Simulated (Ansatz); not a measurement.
Total density of states per atom from plane-wave PAW PBE (Ansatz code), in 0.25 eV bins, energy from the valence-band maximum:

| E (eV) | states/eV/atom |
|---|---|
| -7.85 | 0.45 |
| -7.60 | 0.60 |
| -7.35 | 0.60 |
| -7.10 | 0.45 |
| -6.85 | 0.26 |
| -6.60 | 0.17 |
| -6.35 | 0.10 |
| -6.10 | 0.05 |
| -5.85 | 0.00 |
| -5.60 | 0.01 |
| -5.35 | 0.08 |
| -5.10 | 0.15 |
| -4.85 | 0.25 |
| -4.60 | 0.42 |
| -4.35 | 0.40 |
| -4.10 | 0.31 |
| -3.85 | 0.17 |
| -3.60 | 0.20 |
| -3.35 | 0.07 |
| -3.10 | 0.17 |
| -2.85 | 0.15 |
| -2.60 | 0.24 |
| -2.35 | 0.28 |
| -2.10 | 0.29 |
| -1.85 | 0.29 |
| -1.60 | 0.18 |
| -1.35 | 0.12 |
| -1.10 | 0.08 |
| -0.85 | 0.06 |
| -0.60 | 0.04 |
| -0.35 | 0.02 |
| -0.10 | 0.00 |
| 0.15 | 0.00 |
| 0.40 | 0.00 |
| 0.65 | 0.00 |
| 0.90 | 0.00 |
| 1.15 | 0.00 |
| 1.40 | 0.00 |
| 1.65 | 0.00 |
| 1.90 | 0.00 |
| 2.15 | 0.00 |
| 2.40 | 0.20 |
| 2.65 | 0.39 |
| 2.90 | 0.52 |
| 3.15 | 0.63 |
| 3.40 | 0.45 |
| 3.65 | 0.31 |
| 3.90 | 0.52 |
| 4.15 | 0.45 |
| 4.40 | 0.29 |
| 4.65 | 0.40 |
| 4.90 | 0.43 |
| 5.15 | 0.61 |
| 5.40 | 0.42 |
| 5.65 | 0.38 |
| 5.90 | 0.36 |
| 6.15 | 0.32 |
| 6.40 | 0.50 |
| 6.65 | 0.44 |
| 6.90 | 0.57 |
| 7.15 | 0.31 |

Problem. Which compound is it?
A. SnS, Pnma (Sn on 4c, S on 4c)
B. Ir, fcc (Cu type)
C. Lu, hcp (Mg type)
D. C, Fd-3m (C on 32e)

Solution. D, C, Fd-3m (C on 32e). Top 1 eV of the valence band: C 2p 97 %. Bottom 1 eV of the conduction band: C 2p 70 %, C 2s 12 %, outside the projected shells 19 %. Projections are on Löwdin-orthogonalised atomic valence shells; empty p or d shells of many metals are not among them.

The start of the workflow was typed in or built on a structure type. Its sites differ from those of the usual phase in this space group: another stacking or structure type. The cell was relaxed with PBE under the symmetry of its start; its stability against distortions is not shown here.

Potentials: the earlier of the program's two PAW sets.
